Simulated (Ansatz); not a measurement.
A plane-wave DFT run in Ansatz 0.2.0 (scalar-relativistic PAW potentials unless the input names others): input and command.

```yaml
crystal:
  lattice:
    - [-1.6069793635, 1.6069793635, 1.6069793635]
    - [1.6069793635, -1.6069793635, 1.6069793635]
    - [1.6069793635, 1.6069793635, -1.6069793635]
  atoms:
    - { symbol: Ta, position: [0.0, 0.0, 0.0] }
basis:
  ecutwfc: 420
kpoints:
  mp_grid: { grid: [20, 20, 20] }
hamiltonian:
  xc: pbesol
scf:
  occupation: { method: fermi_dirac, width: 0.15 }
  max_iter: 50
output:
  forces: true
  eigenvalues: true
  stress: true
```

```bash
ansatz run input.yaml --threads 1 --pin off --max-ram 3072MiB --backend cpu --events-out ev --progress --plain --runs-dir out
```

**Question.** What is wrong with this input?

**Answer.** The program refuses it, because of a misspelt key (the key scf.occupations typed as occupation). With the key spelt rightly it is accepted.

Abridged log:
```
Error: YAML parse error: error: line 15 column 3: unknown field `occupation`, expected one of max_iter, algorithm, n_extra_bands, self_checks, convergence, lower_state_search, omitted_lower_state_checks, lower_solution_reach, mixing, occupations, eigensolver, initial_density, exx
  --> <input>:15:3
   |
13 |   xc: pbesol
14 | scf:
15 |   occupation: { method: fermi_dirac, width: 0.15 }
   |   ^ unknown field `occupation`, expected one of max_iter, algorithm, n_extra_bands, self_checks, convergence, lower_state_search, omitted_lower_state_checks, lower_solution_reach, mixing, occupations, eigensolver, initial_density, exx
16 |   max_iter: 50
17 | output:
   |
```